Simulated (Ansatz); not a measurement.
GaAs:
```xyz
12
Lattice="7.0869 0.0000 0.0000 0.0000 7.0869 0.0000 0.0000 0.0000 7.0869" Properties=species:S:1:pos:R:3 pbc="T T T"
Ga     1.7717     0.0000     3.5434
Ga     3.5434     1.7717     0.0000
Ga     3.5434     5.3152     0.0000
Ga     5.3152     0.0000     3.5434
Ga     0.0000     3.5434     5.3152
Ga     0.0000     3.5434     1.7717
As     1.7717     3.5434     0.0000
As     0.0000     1.7717     3.5434
As     0.0000     5.3152     3.5434
As     5.3152     3.5434     0.0000
As     3.5434     0.0000     5.3152
As     3.5434     0.0000     1.7717
```

Relaxed with the program Ansatz at the PBE level (PAW). Indices refer to the conventional cell of Pm-3n, a = b = c = 7.087 Å, α = β = γ = 90.00°.

Simulate the powder diffraction pattern (Cu Kα, λ = 1.54184 Å; lines above 1 %) up to 2θ = 90°.

Simulated powder pattern, Cu Kα, λ = 1.54184 Å (kinematic, ideal powder, no thermal factors, no anomalous dispersion; the 30 strongest lines at most, above 1 %, up to 2θ = 90°):

```tsv
2θ (°)	d (Å)	I/Imax (%)	hkl
17.70	5.011	100	(110)
25.13	3.543	21	(200)
30.91	2.893	50	(211)
35.84	2.506	17	(220)
40.24	2.241	24	(310)
44.27	2.046	55	(222)
48.04	1.894	29	(321)
51.59	1.772	26	(400)
54.97	1.670	14	(411)+(330)
58.22	1.585	8.1	(420)
61.36	1.511	6.9	(332)
64.41	1.447	5.9	(422)
67.38	1.390	15	(431)+(510)
73.14	1.294	8.0	(521)
75.96	1.253	16	(440)
78.74	1.215	6.5	(530)+(433)
81.49	1.181	3.7	(442)+(600)
84.22	1.150	8.2	(532)+(611)
86.94	1.121	2.5	(620)
89.66	1.094	4.8	(541)
```

The start of the workflow was typed in or built on a structure type; neither database checked (COD, Materials Project) lists it. It is not the phase usual at ambient conditions (space group No. 216). The cell was relaxed with PBE under the symmetry of its start; its stability against distortions is not shown here. The volume moved by 27 % from the start of the relaxation.

Potentials: the earlier of the program's two PAW sets.
